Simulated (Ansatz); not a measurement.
# Relaxing a structure of SiNi

The start is a generated cell, SiNi placed in the AFLOW prototype AB_oF8_69_a_b (B24, as in TlF). A full variable-cell relaxation at zero pressure is run with PBEsol (plane waves to 420 eV, PAW, scalar-relativistic; Ansatz, a program for electronic structure). The first steps use a coarse 9×9×9 k-mesh.

Initial structure:
```
SiNi
1.0
    0.00000     2.30150     2.54652
    2.16957     0.00000     2.54652
    2.16957     2.30150     0.00000
Ni Si
1 1
Direct
  0.00000   0.00000   0.00000
  0.50000   0.50000   0.50000
```
Spin-polarised start, with parallel moments on Ni.

Q: What pressure does the first self-consistent step give?

A: +8 GPa (positive: the cell is compressed).

Q: What symmetry does the relaxed structure have?

A: The space group goes from Fmmm (No. 69) to Fm-3m (No. 225); the end is rock salt type, with 2 atoms in the primitive cell.

Q: How much energy is released per atom?

A: 0.09 eV/atom.

Q: How does the volume change?

A: +1.0 %, from 12.72 to 12.84 Å³/atom.

Q: How do the shortest distances between atoms change?

A: The closest pairs of elements (up to four, under 3.6 Å), start → end: Ni–Si 2.17 → 2.34 Å; Si–Si 3.16 → 3.31 Å; Ni–Ni 3.16 → 3.31 Å.

Q: What magnetic moments remain?

A: Zero (the starting moments vanished).

Q: Write out the relaxed structure.

A: 
Space group Fm-3m (No. 225); a = 4.6830 Å, b = 4.6830 Å, c = 4.6830 Å, α = 90.00°, β = 90.00°, γ = 90.00°

```
atom  site  symmetry       x       y       z
----  ----  --------  ------  ------  ------
Ni      4a      m-3m  0.0000  0.0000  0.0000
Si      4b      m-3m  0.5000  0.5000  0.5000
```
(The calculation used a cell of 2 atoms; values per cell refer to that cell.)

Final values are on a 17×17×17 k-mesh of the relaxed cell. No spin polarisation in the result: the starting moments vanished. A magnetic state may lie lower.

The run could not lower the symmetry of its start; a shaken copy of this end point relaxes with PBEsol to R-3m (No. 166), 0.40 eV/atom lower.

The relaxed structure here is a generated cell of SiNi: the first start was made by placing the elements on the sites of a structure type, and the end was not matched to a known phase here, so it may be hypothetical. Known forms of SiNi include space group No. 62.
